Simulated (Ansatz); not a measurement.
MgCo₂O₄:
Space group Fd-3m, origin choice 1 (No. 227); a = 8.0812 Å, b = 8.0812 Å, c = 8.0812 Å, α = 90.00°, β = 90.00°, γ = 90.00°

| atom | site | symmetry | x | y | z |
|---|---|---|---|---|---|
| Mg | 8a | -43m | 0.0000 | 0.0000 | 0.0000 |
| Co | 16d | .-3m | 0.6250 | 0.6250 | 0.6250 |
| O | 32e | .3m | 0.3890 | 0.3890 | 0.3890 |
(The calculation used a cell of 14 atoms; values per cell refer to that cell.)

Relaxed with r²SCAN.

### Question
Which orbitals make up the states near the band edges in the program Ansatz at the r²SCAN level (PAW)?

### Answer
Top 1 eV of the valence band: Co 3d 83 %, O 2p 15 %. Bottom 1 eV of the conduction band: Co 3d 65 %, O 2p 28 %. Projections are on Löwdin-orthogonalised atomic valence shells; empty p or d shells of many metals are not among them.

### Question
Tabulate the density of states.

### Answer
States/eV per cell of 14 atoms, in 0.25 eV bins, energy from the valence-band maximum.

```
E (eV)  total   O 2p  Co 3d  O 2s
------  -----  -----  -----  ----
-7.85    0.03   0.02   0.01  0.00
-7.60    0.54   0.36   0.12  0.01
-7.35    1.04   0.71   0.24  0.02
-7.10    2.15   1.51   0.46  0.03
-6.85    4.72   3.42   0.89  0.06
-6.60    5.83   4.30   1.00  0.08
-6.35    9.70   7.25   1.54  0.11
-6.10   13.31  10.25   1.89  0.22
-5.85   12.51   9.98   1.75  0.10
-5.60    9.73   7.41   1.86  0.09
-5.35   11.23   7.57   3.35  0.07
-5.10    3.88   2.64   1.03  0.05
-4.85    7.46   5.42   1.75  0.05
-4.60   18.80  12.63   5.87  0.05
-4.35   13.38   9.56   3.51  0.08
-4.10   11.19   8.63   2.20  0.10
-3.85   18.26  14.84   2.78  0.15
-3.60    8.19   6.62   1.23  0.06
-3.35    5.62   4.52   0.92  0.04
-3.10   10.21   8.45   1.49  0.05
-2.85    9.11   8.08   0.77  0.05
-2.60    4.64   4.07   0.45  0.03
-2.35    8.28   7.43   0.71  0.02
-2.10    2.21   1.98   0.20  0.00
-1.85    0.00   0.00   0.00  0.00
-1.60    0.02   0.00   0.02  0.00
-1.35    1.04   0.14   0.90  0.00
-1.10    6.95   0.91   5.95  0.02
-0.85   13.38   1.80  11.40  0.03
-0.60   34.39   4.02  30.00  0.05
-0.35   25.72   4.38  20.88  0.04
-0.10   14.50   3.29  11.00  0.02
0.15     0.00   0.00   0.00  0.00
0.40     0.00   0.00   0.00  0.00
0.65     0.00   0.00   0.00  0.00
0.90     0.00   0.00   0.00  0.00
1.15     0.00   0.00   0.00  0.00
1.40     0.00   0.00   0.00  0.00
1.65     0.00   0.00   0.00  0.00
1.90     1.91   0.33   1.30  0.15
2.15     9.68   2.26   6.44  0.53
2.40    19.55   5.21  12.92  0.93
2.65    17.32   5.61  10.94  0.51
2.90    15.54   6.18   9.16  0.03
3.15     0.00   0.00   0.00  0.00
3.40     0.00   0.00   0.00  0.00
3.65     0.00   0.00   0.00  0.00
3.90     0.00   0.00   0.00  0.00
4.15     0.00   0.00   0.00  0.00
4.40     0.00   0.00   0.00  0.00
4.65     0.00   0.00   0.00  0.00
4.90     0.00   0.00   0.00  0.00
5.15     0.07   0.00   0.00  0.02
5.40     0.19   0.01   0.00  0.06
5.65     0.28   0.02   0.00  0.08
5.90     0.38   0.04   0.00  0.09
6.15     0.49   0.06   0.00  0.11
6.40     0.62   0.08   0.01  0.13
6.65     0.80   0.12   0.01  0.14
```

The first step of the workflow began from a Materials Project structure, measured or hypothetical; the Crystallography Open Database copy checked does not list it. Whether it is the stable phase at ambient conditions was not checked. The r²SCAN relaxation kept the symmetry of its start; whether a distortion lowers the energy is not shown. The run is not spin-polarised. No Hubbard U is applied.

Potentials: the later of the program's two PAW sets.
